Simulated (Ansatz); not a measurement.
Single point on ReAu

System: generated ReAu built from the rock-salt structure (cell doubled) and then distorted, one atom being moved towards a neighbour.

Computed with Ansatz, DFT, PBE, all-electron full-potential LAPW, scalar-relativistic, point nucleus. Coarse mesh: 1×3×3 Γ-centred, σ = 0.15 eV (Fermi–Dirac). For a metal, stress, forces and moments on so few k-points can be far from the converged ones. No spin polarisation. Atoms are numbered as listed.

Lattice vectors (Å):
```
-5.4867 -0.0646  5.1759
-0.0158  2.7209  2.5398
-2.6093  2.6350  0.1018
```

```json
{"atom": "Au1", "x": "0.7506", "y": "0.1129", "z (fractional)": "0.9476"}
{"atom": "Re2", "x": "0.0126", "y": "0.6119", "z (fractional)": "0.4122"}
{"atom": "Au3", "x": "0.2436", "y": "0.1088", "z (fractional)": "0.9427"}
{"atom": "Re4", "x": "0.4948", "y": "0.6226", "z (fractional)": "0.4314"}
```

Forces in eV/Å:
```
Au1   0.140 -0.029  0.290
Re2   0.352  0.173 -1.539
Au3  -0.217 -0.030  1.403
Re4  -0.275 -0.115 -0.154
```

Stress tensor (GPa, compression positive):
```
 3.50  0.38 -5.92
 0.38 -2.24  1.29
-5.92  1.29 29.61
```

```
All-electron E − TS, for this scheme : -1943128.071 eV
Pressure                             : 10.29 GPa
Largest force                        : 1.589 eV/Å
```

Problem. The same cell and mesh under r2SCAN by all-electron PAW datasets generated for the cell without frozen cores, scalar-relativistic, point nucleus: what changes?

Solution. Compared with PBE, the pressure falls by 4.26 GPa to 6.03 GPa, and the forces move by 0.040 eV/Å (r.m.s. over the atoms).

```tsv
atom	Fx (eV/Å)	Fy (eV/Å)	Fz (eV/Å)
Au1	0.120	-0.010	0.288
Re2	0.369	0.146	-1.492
Au3	-0.232	-0.046	1.379
Re4	-0.257	-0.089	-0.175
```

Problem. What does LDA (PW92) by all-electron full-potential LAPW, scalar-relativistic, point nucleus give for this geometry?

Solution. Relative to PBE, the pressure goes down by 12.10 GPa to -1.81 GPa, and the forces move by 0.081 eV/Å (r.m.s. over the atoms).

Forces (eV/Å): Au1 (0.106, 0.006, 0.265); Re2 (0.349, 0.117, -1.439); Au3 (-0.217, -0.008, 1.312); Re4 (-0.237, -0.114, -0.138).
